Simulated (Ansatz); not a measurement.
ScF$_{3}$:
```xyz
4
Lattice="3.9727 0.0000 0.0000 0.0000 3.9727 0.0000 0.0000 0.0000 3.9727" Properties=species:S:1:pos:R:3 pbc="T T T"
Sc     0.0000     0.0000     0.0000
F      0.0000     0.0000     1.9863
F      1.9863     0.0000     0.0000
F      0.0000     1.9863     0.0000
```

Relaxed with LDA. Special points in fractions of this cell's reciprocal vectors: Γ (0.000, 0.000, 0.000); X (0.000, 0.500, 0.000); M (0.500, 0.500, 0.000); R (0.500, 0.500, 0.500).

### Question
List the band energies nearest the valence-band maximum at these points for LDA in the plane-wave PAW code Ansatz.

### Answer
In eV from the valence-band maximum; about four levels below and three above (degenerate sets whole), none deeper than 8.9 eV; points with the same levels are listed once.

```json
[
 {"k": "Γ", "below": "-0.62 -0.62 -0.62 -0.54 -0.54 -0.54", "above": "6.36 6.36 6.36"},
 {"k": "X", "below": "-1.23 -1.23 -0.75 -0.56 -0.56", "above": "6.41 7.34 7.34"},
 {"k": "M", "below": "-1.20 -1.20 -1.01 -1.01 -0.01", "above": "7.38 7.38 8.06"},
 {"k": "R", "below": "-2.40 -2.40 -2.40 0.00 0.00 0.00", "above": "8.11 8.11 8.11"}
]
```

Space group Pm-3m (ReO3 type). The workflow started from a Materials Project entry (that database holds measured and hypothetical structures alike); the Crystallography Open Database files this formula in space group No. 221, but the cells were not matched. Whether it is the stable phase at ambient conditions was not checked. The cell was relaxed with LDA under the symmetry of its start; phonons show weakly imaginary modes. No spin polarisation was allowed.

Potentials: the earlier of the program's two PAW sets. The files were generated under PBE; for other functionals the program regenerates the frozen cores, and for LDA and PBEsol the local potential too.
